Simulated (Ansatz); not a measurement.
Recipe of this trial structure of MgSi2N2: random cell by space group and Wyckoff sites (P-3m1, No. 164). Lengths were set from tabulated atomic sizes, so they are only a guess.

```cif
data_structure
_symmetry_space_group_name_H-M 'P-3m1'
_symmetry_Int_Tables_number 164
_cell_length_a 4.1115
_cell_length_b 4.1115
_cell_length_c 4.4392
_cell_angle_alpha 90.000
_cell_angle_beta 90.000
_cell_angle_gamma 120.000
_cell_volume 64.99
loop_
_atom_site_label
_atom_site_type_symbol
_atom_site_symmetry_multiplicity
_atom_site_Wyckoff_symbol
_atom_site_fract_x
_atom_site_fract_y
_atom_site_fract_z
_atom_site_occupancy
Mg1 Mg 1 a 0.00000 0.00000 0.00000 1
Si1 Si 2 d 0.33333 0.66667 0.34463 1
N1 N 2 d 0.33333 0.66667 0.99835 1
```

Method: Ansatz, DFT PBE, scalar-relativistic, plane waves, PAW. Cutoff 420 eV, Gaussian smearing, Γ-centred meshes. Cell and atoms relax first on a coarse mesh and then on a finer one. In between, the cell is made exact in the group found at 0.06 Å. In metals the finer mesh still leaves noise of several meV/atom or more. The steps can't lower the symmetry of their start. No spin polarisation in the relaxation; trial moments died out in a coarse test.

A guess keeps its type if space group and coordination stay and the shape of the cell changes little (axis ratios within about 15 %, angles within 6°); the volume may change.

Question: Will the relaxed cell still be of the starting type?

Answer: It doesn't keep its type. The symmetry stays P-3m1 (No. 164). The volume per atom grows by 6.8 %, from 13.0 to 13.9 Å³. The shortest distance goes from 1.54 Å (Si–N) to 1.62 Å (Si–N). The ratio c/a of the conventional cell changes by a factor of 1.91. Counting neighbours within 15 % of an atom's shortest distance, the start has Mg 6, N 1, Si 1 and the end Mg 6, N 1, Si 1. In detail, at the end Mg has 6 N at 2.26 Å; Si is surrounded by 1 N at 1.62 Å and 3 Si at 2.44 Å; N has 1 Si at 1.62 Å and 3 Mg at 2.26 Å.

```
Mg Si N
1.0
     3.38932    0.00000    0.00000
    -1.69466    2.93524    0.00000
     0.00000    0.00000    6.97639
Mg Si N
1 2 2
Direct
  0.00000 0.00000 0.00000
  0.33333 0.66667 0.39586
  0.66667 0.33333 0.60414
  0.33333 0.66667 0.16308
  0.66667 0.33333 0.83692
```

The last run used a 12×12×6 mesh (in the run's order of axes) for its 5-atom cell and Gaussian smearing of 0.10 eV. A later test with randomly moved atoms came back to the same energy, though modes that don't fit the test's cell weren't probed. Another cell of MgSi2N2 relaxed alike, in Cmmm, lies 0.31 eV/atom lower, so this cell isn't the stable form at this level.
